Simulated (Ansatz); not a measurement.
Values for one crystal, relaxed and computed with the program Ansatz at the PBE level (PAW); other levels are named.

- Volume per atom = 10.28 Å³
- Electronic character = metallic (no gap)
- Density of states at the Fermi level = 0.09 states/eV per atom (mean over ±0.08 eV)
- Pressure derivative B′ = 3.9
- Bulk modulus (Birch–Murnaghan fit) = 238 GPa
- Formation energy from the elements (no fitted shifts) = -98 kJ/mol of atoms

Question: Which of these materials gives this?
A) YSi, P6/mmm (Y on 3f, Si on 1a, Si on 2d)
B) ZrN, rock salt
C) Ge2W, P6/mmm (W on 1a, Ge on 2d)
D) ZrB2, P6/mmm (Zr on 1a, B on 2d)

Answer: D, ZrB2, P6/mmm (Zr on 1a, B on 2d)

Symmetry was held in the PBE relaxation. No spin polarisation was allowed. The references are the lowest solids computed at this level, not always the standard phases. Scalar-relativistic: spin–orbit coupling is off unless named, which matters more the heavier the elements.

Potentials: the later of the program's two PAW sets.
